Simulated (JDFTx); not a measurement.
**Report: TiB2(0001) in implicit electrolytes**

TiB2(0001) slab cut from bulk TiB2 (space group P6/mmm, indices of the conventional cell, lattice of the Materials Project entry mp-1145, not re-optimised): 8 atoms in 5 planes, a 1x1 cell of 7.93 Å² (|a| = 3.026, |b| = 3.026 Å), 6.3 Å between the outermost planes, B outermost, slab composition Ti2B6, cell height 22.5 Å, 8×8×1 k mesh, Fermi smearing 0.01 Ha, no spin polarisation. Whether this polymorph is the ambient one wasn't checked. Neither spin polarisation nor a larger cell was tried.

Method: PBE, GBRV ultrasoft potentials, plane waves to 20/100 Ha, in JDFTx (a modified build). Outer atoms relaxed in vacuum, keeping the start's symmetry. The same nuclei were then put into each liquid, at zero charge and at set potentials or charges. Ideal, unreconstructed faces without any overlayer. The electron chemical potential μ is absolute (zero in the bulk liquid) and is turned into a potential by U = −μ/e − 4.44 V vs SHE, a convention. Convergence in thickness and k mesh wasn't tested for this slab.

In vacuum the work function is 5.92 eV, which would put the uncharged electrode at 1.48 V vs SHE if the liquid did nothing. Each liquid moves the Fermi level of the neutral slab, now counted from the bulk liquid: CANDLE, water, 1 M KCl by 0.21 eV, to a potential of zero charge of 1.27 V; CANDLE, acetonitrile, 1 M NaF by 0.17 eV, to a potential of zero charge of 1.31 V; nonlinear PCM (GLSSA13), water, 1 M KCl by 0.27 eV, to a potential of zero charge of 1.21 V. The models of water differ by 0.06 V among themselves. Outside water the SHE scale is nominal.

Charging:

```tsv
liquid	U − U_pzc (V)	σ (μC/cm²)	σ/(U − U_pzc) (μF/cm²)	Δγ (mJ/m²)
CANDLE, water	0.28	3.0	11	-4
CANDLE, water	0.48	5.3	11	-13
CANDLE, acetonitrile	0.59	5.4	9	-16
nonlinear PCM (GLSSA13), water	0.14	1.9	14	-1
```

The mean capacitance runs from 9 to 14 μF/cm². Δγ, the grand free energy per area against the neutral surface, is negative throughout, since charging at a held potential lowers it. The cavity function reaches one half at 2.9 Å (CANDLE, water), 3.7 Å (CANDLE, acetonitrile), 2.0 Å (nonlinear PCM (GLSSA13), water) above the top atoms; the models define their cavities differently. CANDLE's negatively charged runs are left out, as they depend on the cell height. No specific adsorption of ions or solvent is in these numbers.
